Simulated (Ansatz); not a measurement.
In the program Ansatz at the PBEsol level (PAW), Ru in the trigonal phase (P-3m1; Ru on 2c, Ru on 2d, Ru on 2d, Ru on 2d) relaxes to a = 2.674 Å, c = 17.274 Å. Ru on 2c has 12 nearest neighbours from 2.65 Å (cuboctahedral); Ru on 2d has 12 nearest neighbours from 2.65 Å (cuboctahedral); Ru on 2d has 12 nearest neighbours from 2.60 Å (anticuboctahedral); Ru on 2d has 12 nearest neighbours from 2.65 Å (cuboctahedral).

Electronic character: metallic (no gap).

An equation-of-state fit gives a bulk modulus of 341 GPa. The relaxed-ion elastic constants in GPa are C11 = 643, C12 = 206, C13 = 168, C14 = -48.5, C33 = 706, C44 = 182. The elastic constants imply a Debye temperature near 564 K. The highest mode at Γ lies at 258 cm⁻¹.

The start of the workflow was typed in or built on a structure type; neither database checked (COD, Materials Project) lists it. It is not the phase usual at ambient conditions (space group No. 194). The cell was relaxed with PBEsol under the symmetry of its start; whether a distortion lowers the energy is not shown. No spin polarisation was allowed. As this level gives no gap, shear constants depend on the k-mesh and smearing (Fermi–Dirac, 0.1 eV here). As this level gives no gap, phonon frequencies hold no LO–TO term and depend on the k-mesh and smearing (Fermi–Dirac, 0.1 eV here). Axis ratios of metals converge slowly with the k-mesh, so a and c are less sure than the volume. On the denser mesh and wider smearing of the elastic run this cell carries a stress of 0.8 GPa. Scalar-relativistic: spin–orbit coupling is off unless named, which matters more the heavier the elements.

Potentials: the later of the program's two PAW sets.
